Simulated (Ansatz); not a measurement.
Relaxed-ion elastic tensor of TaRu (L1₀ or tetragonal B2, space group No. 123) in GPa (Voigt order), PBEsol (plane waves, PAW; program Ansatz); density 15.12 g/cm³, 15.48 Å³ per atom.

```csv
,1,2,3,4,5,6
1,406,203,219,0.0,0.0,0.0
2,203,406,219,0.0,0.0,0.0
3,219,219,371,0.0,0.0,0.0
4,0.0,0.0,0.0,71.0,0.0,0.0
5,0.0,0.0,0.0,0.0,71.0,0.0
6,0.0,0.0,0.0,0.0,0.0,70.1
```

Task: Is the crystal mechanically stable?

Result: Yes: the smallest eigenvalue of C is 70.1 GPa.

Task: Work out the Voigt, Reuss and Hill averages.

Result: K_V = 274, K_R = 274, K_H = 274; G_V = 78.5, G_R = 77.0, G_H = 77.8 GPa.

Task: Give Young's modulus, Poisson's ratio, Pugh's ratio and the universal anisotropy index.

Result: E = 9KG/(3K + G) = 213 GPa; ν = 0.37; K/G = 3.52 (ductile by the Pugh limit of 1.75); A_U = 5G_V/G_R + K_V/K_R − 6 = 0.10.

Task: Estimate the sound speeds and the Debye temperature.

Result: v_l = √((K + 4G/3)/ρ) = 5000 m/s, v_t = √(G/ρ) = 2270 m/s, mean 2560 m/s; Θ = (h/k)(3n/4πV)^(1/3) v_m = 305 K.

Task: Solve the Christoffel equation for the three sound speeds along x, y, z.

Result: Eigenvalues of C_ijkl n_j n_l equal ρv². In km/s, slowest first: x 2.15, 2.17, 5.18; y 2.15, 2.17, 5.18; z 2.17, 2.17, 4.95.

Task: How much does each axis shrink under pressure?

Result: Linear compressibilities β_i = Σ_j S_ij (j = 1 to 3): x 1.2, y 1.2, z 1.3 per TPa.

Space group P4/mmm (L1₀ or tetragonal B2). The first step of the workflow began from a Materials Project structure, measured or hypothetical; the Crystallography Open Database files this formula in space group No. 123, but the cells were not matched. Whether it is the stable phase at ambient conditions was not checked. The PBEsol relaxation kept the symmetry of its start; its stability against distortions is not shown here. No spin polarisation was allowed. As this level gives no gap, shear constants depend on the k-mesh and smearing (Fermi–Dirac, 0.1 eV here). On the denser mesh and wider smearing of the elastic run this cell carries a stress of 0.4 GPa. Spin–orbit coupling is left out wherever it is not named.

Potentials: the earlier of the program's two PAW sets. The files were generated under PBE; for other functionals the program regenerates the frozen cores, and for LDA and PBEsol the local potential too.
